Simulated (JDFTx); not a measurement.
Input for a modified build of JDFTx (hydrogen selenide, H2Se (SMILES [SeH2]), charge 0, multiplicity 1; bohr and hartree).

```
lattice \
  25.0388711513 0.0000000000 0.0000000000 \
  0.0000000000 23.1491450267 0.0000000000 \
  0.0000000000 0.0000000000 20.7869873709
coords-type Cartesian
ion Se -0.0000026712 -0.9490007431 0.0000000000 0
ion H 1.9433991997 0.9489990039 -0.0000000000 0
ion H -1.9433991997 0.9490007431 -0.0000000000 0
ion-species pseudo/se_pbe_v1.upf
ion-species pseudo/h_pbe_v1.4.upf
elec-cutoff 20 100
elec-ex-corr gga-PBE
symmetries none
coulomb-interaction Isolated
coulomb-truncation-embed 0 0 0
elec-n-bands 4
electronic-minimize nIterations 150 energyDiffThreshold 1e-7
dump-name s0.$VAR
dump End State Ecomponents EigStats BandEigs Forces ElecDensity IonicPositions
```

The main set-up lines of the log and the final energy components:

```
unit cell volume = 12048.7
Chosen fftbox size, S = [  120  108  96  ]
unit cell volume = 12048.7
Chosen fftbox size, S = [  108  96  84  ]
  'Se' pseudopotential, 'SLA  PW   PBE  PBE' functional
  6 valence electrons, 2 orbitals, 6 projectors, 877 radial grid points, with lMax = 2
  'H' pseudopotential, 'SLA  PW   PBX  PBC' functional
  1 valence electrons, 1 orbitals, 2 projectors, 615 radial grid points, with lMax = 0
Initialized 2 species with 3 total atoms.
Folded 1 k-points by 1x1x1 to 1 k-points.
nElectrons:   8.000000   nBands: 4   nStates: 1
average nbasis = 51505.000 , ideal nbasis = 51473.090
unit cell volume = 96389.8
Chosen fftbox size, S = [  240  216  192  ]
[...]
# Energy components:
   Eewald =        4.6747796077835471
       EH =       12.8816144841807780
     Eloc =      -31.5125222913675209
      Enl =        2.4725197201137332
      Exc =      -15.5172181061335337
 Exc_core =       12.2282676957392962
       KE =        4.0405514046216524
-------------------------------------
     Etot =      -10.7320074850620468


	eMin: -0.677296 at state 0 ( [ +0.000000 +0.000000 +0.000000 ] spin 0 )
	HOMO: -0.218495 at state 0 ( [ +0.000000 +0.000000 +0.000000 ] spin 0 )
```

The run took 15 electronic cycles; the highest occupied level lies at -5.95 eV from the vacuum level.
